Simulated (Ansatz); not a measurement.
# Computed properties of HgTe

HgTe:
Space group P3₂21 (No. 154); a = b = 4.675 Å, c = 10.386 Å, α = β = 90.00°, γ = 120.00°

```json
[
 {"atom": "Hg", "site": "3a", "symmetry": ".2.", "x": "0.6911", "y": "0.6911", "z": "0.0000"},
 {"atom": "Te", "site": "3b", "symmetry": ".2.", "x": "0.5111", "y": "0.5111", "z": "0.5000"}
]
```

Space group P3_221 (No. 154); conventional cell a = b = 4.675 Å, c = 10.386 Å, α = β = 90.00°, γ = 120.00°.

Method: r²SCAN in the plane-wave PAW code Ansatz. The cell and atoms are relaxed at this level. Other levels are named where they apply.

**Cell and energy**

```
Property                                                      Result
-----------------------------------------------------  -------------
Volume per atom                                             32.76 Å³
Density                                                   8.32 g/cm³
Formation energy from the elements (no fitted shifts)  -0.16 eV/atom
```

**Electronic structure**

```
Property                                                                  Result
----------------------------------------  --------------------------------------
Band gap                                                      0.96 eV (indirect)
Valence-band maximum                                                        at A
Conduction-band minimum                                                     at Γ
Smallest direct gap on the standard path                                 1.12 eV
Electron effective mass                   0.26, 0.64, 0.64 mₑ (principal values)
Hole effective mass                        0.54, 0.54, 1.5 mₑ (principal values)
```

**Mechanics**

```
Quantity                              Result
----------------------------------  --------
Bulk modulus (Birch–Murnaghan fit)  144 kbar
Pressure derivative B′                  11.9
```

**Charges**

```
Quantity                     Result
-------------  --------------------
Bader charges  Hg +0.17, Te -0.17 e
```

The first step of the workflow began from a Materials Project structure, measured or hypothetical; the Crystallography Open Database copy checked does not list it. It is not the phase usual at ambient conditions (space group No. 216). Symmetry was held in the r²SCAN relaxation; its stability against distortions is not shown here. The references are the lowest solids computed at this level, not always the standard phases. Spin–orbit coupling is left out wherever it is not named.

Potentials: the later of the program's two PAW sets.
